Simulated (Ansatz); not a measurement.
The numbers come from plane-wave PAW DFT (Ansatz): r2SCAN, no spin polarisation, 500 eV, 5×5×6 Γ-centred k points, gaussian occupations (width 0.0582 eV). Nothing was relaxed. The cell carries a charge of -2 e on a uniform background.

Computed maps in the lattice plane spanned by b (left to right, 7.47 Å, 23 points from zero) and c (bottom to top, 7.42 Å, 22 points from zero), 61° apart, at height 0.779 along a. The fields are smooth PAW ones with compensation charges, not the true ones near nuclei.

Valence density. Digits on a logarithmic scale: 0 up to 0.03 e/Å³, each further digit a factor of 1.6, 9 from 1.3 e/Å³ up:
```
00004999334578998753200
00000366223567999764310
00000011113457899875420
11111100011345788876431
22332210000134567877543
44444321000012457787654
55666543100001346788775
66778765310001235677777
77899986531112345677677
77899998642123445677777
66799999753223566777777
55689999864324578887776
54567999865323579999876
43346788764323569999976
53234566654322457999997
54222344443211246899997
64311223332211124679987
54321111222221112456776
54321001122333322234555
33334311123445543222333
22239972234566665421112
01129997234567876542100
```

Q: The cell is LiTe3P. Which atoms lie within 0.2 Å of this plane, and where (fractions of b and c)?

A: Li at (0.24, 0.00), Te at (0.22, 0.50), Te at (0.80, 0.33). The whole cell:
```
Li P Te
1.0
     6.31986    3.98388    0.00000
     6.31986   -3.98388    0.00000
     4.31625    0.00000   -6.03517
Li P Te
2 2 6
Direct
  0.24070 0.75930 0.00000
  0.75930 0.24070 0.00000
  0.15390 0.15390 0.41940
  0.84610 0.84610 0.58060
  0.77880 0.22120 0.50000
  0.22120 0.77880 0.50000
  0.19780 0.19780 0.67390
  0.80220 0.80220 0.32610
  0.31920 0.31920 0.06150
  0.68080 0.68080 0.93850
```

Origin: a known structure type with other elements, at an estimated volume, so it need not be a known compound. Caveats: atoms or cell far from equilibrium; charged cell with a uniform background.
